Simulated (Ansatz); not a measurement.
Mg:
```
Mg
1.0
    3.18913     0.00000     0.00000
   -1.59456     2.76187     0.00000
    0.00000     0.00000     5.10787
Mg
2
Direct
  0.33333   0.66667   0.25000
  0.66667   0.33333   0.75000
```

Relaxed with PBEsol. Special points in fractions of this cell's reciprocal vectors: Γ (0.000, 0.000, 0.000); M (0.500, 0.000, 0.000); K (0.333, 0.333, 0.000); A (0.000, 0.000, 0.500); L (0.500, 0.000, 0.500); H (0.333, 0.333, 0.500).

List the band energies nearest the Fermi level at these points for the program Ansatz at the PBEsol level (PAW).

In eV from the Fermi level; about four levels below and three above (degenerate sets whole), none deeper than 8.9 eV; … stands for higher levels left out; points with the same levels are listed once.

| k | below | above |
|---|---|---|
| Γ | -7.01 -1.64 -1.11 | 10.90 10.90 11.02 11.02 |
| M | -2.21 -2.19 | 2.71 3.06 3.42 |
| K | -0.68 -0.65 -0.65 | 4.18 4.18 4.46 |
| A | -5.57 -5.57 | 5.30 5.30 … |
| L | -1.13 -1.13 -0.46 -0.46 | 8.04 8.04 … |
| H | – | 0.17 0.17 0.65 0.65 |

Space group P6_3/mmc (hcp (Mg type)). The PBEsol relaxation kept the symmetry of its start.

Potentials: the earlier of the program's two PAW sets. The files were generated under PBE; for other functionals the program regenerates the frozen cores, and for LDA and PBEsol the local potential too.
